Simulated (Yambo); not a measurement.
A G0W0@LDA run in Yambo for CaTiO3 (space group I4/mcm, No. 140) (4×4×4 Γ-centred k mesh, bands 3 to 141 and a 6 Ry block in the screening, 141 bands in G with the Bruneval-Gonze terminator, plasmon pole fitted at 27.2 eV) gives these matrix elements, in eV, at the band edges ((0, 0, 0.25) → (0, 0, 0.25)):

| state | E0 | <Vxc> | <Σx> | <Σc(E0)> | Z |
|---|---|---|---|---|---|
| valence edge | 0.000 | -19.744 | -24.761 | 4.705 | 0.772 |
| conduction edge | 2.297 | -19.361 | -11.831 | -5.629 | 0.781 |

Question: Solve the linearised quasiparticle equation for both states, give the gap, and say how exchange and correlation each act on it.

Answer: E = E0 + Z(Σx + Σc − Vxc). Valence: 0.000 + 0.772 × (-24.761 + (4.705) − (-19.744)) = -0.24 eV. Conduction: 2.297 + 0.781 × (-11.831 + (-5.629) − (-19.361)) = 3.78 eV. The gap is 4.02 eV, against 2.30 eV in LDA. Replacing Vxc by bare exchange alone would open it by 12.55 eV; correlation takes back 10.33 eV of that, and Z scales what is left. Nearest settings tried, and what they do to the gap: 2 Ry block (35 vectors against 181): +1127 meV. Not varied: bands in G, bands in W, mesh. So the settings aren't converged at that level. Among the k points computed, the smallest G0W0 gap is 3.99 eV, (0, 0, 0.25) → Γ. 

Geometry of the Materials Project entry, not relaxed at this level; primitive cell a = 5.441 Å, b = 5.441 Å, c = 5.441 Å, α = 120.85°, β = 120.85°, γ = 88.54°.

This is not the ordinary phase of the substance.
